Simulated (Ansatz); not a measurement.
CsPbBr3 (cubic perovskite, Pm-3m), the program Ansatz at the LDA level (PAW), all energies at zero smearing, with the estimated change up to a 700 eV cutoff added, with one set of potentials and settings (totals compare only within such a set). Cell of 5 atoms (1 Cs, 1 Pb, 3 Br): -25194.980 eV.

```csv
element,reference phase,E (eV/atom)
Cs,"P6_3/mmc, 2 atoms in the cell",-5504.8697
Pb,"Fm-3m, 1 atoms in the cell",-11602.3592
Br,"Cmce, 4 atoms in the cell",-2693.8442
```

Formation energy per atom, worked out: (-25194.980 − 1×(-5504.8697) − 1×(-11602.3592) − 3×(-2693.8442))/5 = -1.244 eV/atom (-120 kJ per mol of atoms), at 0 K, without zero-point energy or fitted corrections.

This is a known high-temperature phase of the composition, computed here at zero pressure and temperature. The cell was relaxed with LDA under the symmetry of its start; of distortions, only those at the zone centre were tested, and some modes there are weakly imaginary. The references are the lowest solids computed at this level, not always the standard phases. Spin–orbit coupling is left out wherever it is not named.

Potentials: the later of the program's two PAW sets.
